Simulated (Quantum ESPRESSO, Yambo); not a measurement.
Rb2ScAgCl6 (space group Fm-3m, No. 225): one geometry, one set of norm-conserving PBEsol (Quantum ESPRESSO, 82 Ry, scalar-relativistic) orbitals, self-energies from Yambo (2×2×2 Γ-centred k mesh, bands 6 to 305 and a 6 Ry block in the screening, 305 bands in G with the Bruneval-Gonze terminator, plasmon pole fitted at 27.2 eV).

| level | gap L → X (eV) | direct gap at L (eV) |
|---|---|---|
| PBEsol (Quantum ESPRESSO) | 3.24 | 3.24 |
| exchange only (Hartree-Fock self-energy on PBEsol orbitals) | 14.40 | 15.77 |
| static COHSEX@PBEsol | (withheld) | (withheld) |
| G0W0@PBEsol, plasmon pole | (withheld) | (withheld) |

### Question
Some entries are withheld; supply them.

### Answer

- static COHSEX@PBEsol, gap L → X (eV): 6.62
- static COHSEX@PBEsol, direct gap at L (eV): 6.98
- G0W0@PBEsol, plasmon pole, gap L → X (eV): 6.07
- G0W0@PBEsol, plasmon pole, direct gap at L (eV): 6.23

Bare exchange has no screening and gives the widest gap; static COHSEX screens it but leaves out the frequency dependence, which G0W0 restores.

Nearest settings tried, and what they do to the gap: 201 bands in G: +18 meV; 201 bands in W, 201 bands in G: +83 meV; 5 Ry block (387 vectors against 537): -2 meV. Not varied: mesh. So the settings aren't converged at that level. The k mesh is coarse.

Spin-orbit coupling is not included.

Geometry of the Materials Project entry, not relaxed at this level; primitive cell a = 7.4105 Å, b = 7.4105 Å, c = 7.4105 Å, α = 60.00°, β = 60.00°, γ = 60.00°.

The structure is a Materials Project entry; no match was found in the copy of COD used, and its stability was not checked.
